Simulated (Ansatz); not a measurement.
## LaN: computed property card

LaN:
```xyz
4
Lattice="4.4360 0.0000 0.0000 0.0000 4.4360 0.0000 0.0000 0.0000 3.7186" Properties=species:S:1:pos:R:3 pbc="T T T"
La     2.2180     0.0000     0.9754
La     0.0000     2.2180     2.7431
N      2.2180     2.2180     0.0000
N      0.0000     0.0000     0.0000
```

Space group P4/nmm (No. 129); conventional cell a = b = 4.436 Å, c = 3.719 Å, α = β = γ = 90.00°.

Method: HSE06 in the plane-wave PAW code Ansatz. Structure relaxed to zero pressure with the same functional. Other levels are named where they apply.

**Cell and energy**

```
Item                 Result
---------------  ----------
Volume per atom    18.29 Å³
Density          6.94 g/cm³
```

**Electronic structure**

```
Item                                                                                              Result
----------------------------------------  --------------------------------------------------------------
Band gap                                                                              2.39 eV (indirect)
Valence-band maximum                                             on the M–Γ line, 58 % of the way from M
Conduction-band minimum                                                                             at Γ
Smallest direct gap on the standard path                                                         2.75 eV
Gap with spin–orbit coupling              2.39 eV (at the special points and the edges found without it)
```

**Mechanics**

```
Property                               Value
----------------------------------  --------
Bulk modulus (Birch–Murnaghan fit)  45.1 GPa
Pressure derivative B′                   7.9
```

**Charges**

```
Property                     Value
-------------  -------------------
Bader charges  La +1.76, N -1.76 e
```

The workflow started from a Materials Project entry (that database holds measured and hypothetical structures alike); the Crystallography Open Database copy checked does not list it. COD files the formula under space group No. 225. Whether it is the stable phase at ambient conditions was not checked. The HSE06 relaxation kept the symmetry of its start; its stability against distortions is not shown here. The hybrid was solved on a coarse mesh, the path and, where they were found, the r²SCAN edge points; its band edges are the extreme levels among these. Scalar-relativistic: spin–orbit coupling is off unless named, which matters more the heavier the elements.

Potentials: the later of the program's two PAW sets.
